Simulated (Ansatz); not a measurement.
**Cd (omega (AlB2-type)): energy against volume**

Method: DFT, r2SCAN, plane waves (500 eV) with PAW, scalar-relativistic in Ansatz 0.2.0. The PAW files were generated under PBE, with cores re-solved for the functional.

The cell is scaled uniformly from the relaxed one, with fractional coordinates and shape fixed. Energies are extrapolated to zero smearing, pressures are those at the given smearing. Magnetic state: spin not included.

A Birch-Murnaghan fit gives V₀ = 22.36 Å³/atom, B₀ = 47 GPa, B₀′ = 6.0.

Q: What are the energy above the minimum and the pressure at 19.687 Å³/atom?

A: 63.7 meV/atom and 8.83 GPa as computed.

Q: What are the energy above the minimum and the pressure at 20.582 Å³/atom?

A: 25.5 meV/atom and 5.07 GPa as computed.

Q: What are the energy above the minimum and the pressure at 21.477 Å³/atom?

A: 5.7 meV/atom and 2.19 GPa as computed.
